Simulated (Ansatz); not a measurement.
# Ti3C2 under strain

All numbers below come from DFT PBEsol, scalar-relativistic, plane waves, PAW in Ansatz. Run with 420 eV cutoff, 12×12×4 k-mesh, Gaussian smearing of 0.10 eV, no spin polarisation.

Starting point, cell and atoms relaxed:

```xyz
10
Lattice="3.0421 0.0000 0.0000 -1.5210 2.6345 0.0000 0.0000 0.0000 14.9846" Properties=species:S:1:pos:R:3 pbc="T T T"
Ti    0.0000    1.7564   12.6439
Ti    1.5210    0.8782    5.1516
Ti    1.5210    0.8782    2.3407
Ti    0.0000    1.7564    9.8331
Ti    0.0000    0.0000    0.0000
Ti    0.0000    0.0000    7.4923
C     1.5210    0.8782   13.7017
C     0.0000    1.7564    6.2094
C     1.5210    0.8782    8.7753
C     0.0000    1.7564    1.2830
```

Deformation: biaxial strain in the a-b plane, with the length and tilt of c and the atoms relaxed, all within the symmetry that the strain leaves. Energies are extrapolated to zero smearing.

```
strain (%)  ΔE (meV/atom) a (Å) b (Å) c (Å)
      -4.0           56.2  2.920  2.920  15.171
      -2.0           13.7  2.981  2.981  15.069
      +0.0            0.0  3.042  3.042  14.985
      +2.0           13.1  3.103  3.103  14.902
      +4.0           49.7  3.164  3.164  14.829
```

Problem. What stiffness (1/V) d²E/dε² at zero strain does a cubic fit over all points give?

Solution. A cubic fit gives (1/V) d²E/dε² = 882 GPa at zero strain (twice the biaxial modulus).

Problem. How does the free axis c answer a small strain?

Solution. Between the innermost points its strain is -0.28 times the applied one.